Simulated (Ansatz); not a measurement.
Input and command of a plane-wave DFT calculation in Ansatz:

```yaml
crystal:
  lattice:
    - [0.0, 1.85383665, 2.0455]
    - [2.23716335, 0.0, 2.0455]
    - [2.23716335, 1.85383665, 0.0]
  atoms:
    - { symbol: Au, position: [0.0, 0.0, 0.0] }
basis:
  ecutwfc: 420
kpoints:
  mp_grid: { grid: [20, 20, 20] }
hamiltonian:
  xc: pbesol
scf:
  occupations: { method: gaussian, width: 0.15 }
output:
  forces: true
  stress: true
  eigenvalues: true
  write_density: true
  write_potential: true
  elf: true
  volumetric_format: npy
```

```bash
ansatz run input.yaml --threads 1 --pin off --max-ram 2560MiB --backend cpu --events-out ev --progress --plain --runs-dir out
```

Processor: Intel(R) Xeon(R) Processor @ 2.50GHz (Skylake/Cascade Lake), 1 thread, on a host shared with other jobs.

Q: Estimate time, memory and problem size.

A: About 50 s on 1 thread of Intel(R) Xeon(R) Processor @ 2.50GHz (Skylake/Cascade Lake), with other jobs on the host, peak memory 0.52 GiB. It solves 14 bands at 1166 k points (the mesh reduced by symmetry) with about 319 plane waves, in 6 SCF iterations.
